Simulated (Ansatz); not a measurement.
This CaYC4N4 structure is the end of a relaxation. The cell was found from a structure generator's guess, not taken from experiment.

Theory: DFT PBE, scalar-relativistic, plane waves, PAW (Ansatz). Cutoff 420 eV, Γ-centred mesh, Gaussian smearing, no spin polarisation.

```
Ca Y C N
1.0
     6.84920    0.00000    0.00000
     0.00000    6.84920    0.00000
     0.00000    0.00000    6.84920
Ca Y C N
1 1 4 4
Cartesian
  3.4246 3.4246 3.4246
  0.0000 0.0000 0.0000
  1.3918 1.3918 1.3918
  1.3918 5.4574 5.4574
  5.4574 1.3918 5.4574
  5.4574 5.4574 1.3918
  2.0703 2.0703 2.0703
  2.0703 4.7789 4.7789
  4.7789 2.0703 4.7789
  4.7789 4.7789 2.0703
```

Energies over the elements count from the elements' standard structures at the same level (N₂ as a molecule), with no fitted energy shifts.

Problem. Find its symmetry and describe it.

Solution. P-43m (No. 215). Conventional cell: a = 6.849 Å. Ca is surrounded by 4 N at 2.35 Å; Y has 4 C at 2.41 Å; C has 1 N at 1.18 Å and 1 Y at 2.41 Å; N has 1 C at 1.18 Å and 1 Ca at 2.35 Å.

Problem. What is its formation energy per atom?

Solution. −0.09 eV/atom. A negative formation energy is needed for stability but isn't enough: competing phases decide.

Problem. Is it a metal?

Solution. Yes, bands cross the Fermi level on the 6×6×6 mesh.

Problem. From what recipe could a structure generator have reached it?

Solution. One such recipe: two interpenetrating cyanide-bridged diamond nets (P-43m, No. 215). Other recipes can lead to the same cell.

The last run used a 6×6×6 mesh for its 10-atom cell and Gaussian smearing of 0.10 eV. The cell is a metal run without spin, though a test with spin on the coarse mesh kept 1.0 μB a cell, so a magnetic state probably lies lower. The reference form of C is held partly by dispersion forces, which this level lacks. A structure relaxed within its symmetry needn't be a true minimum.
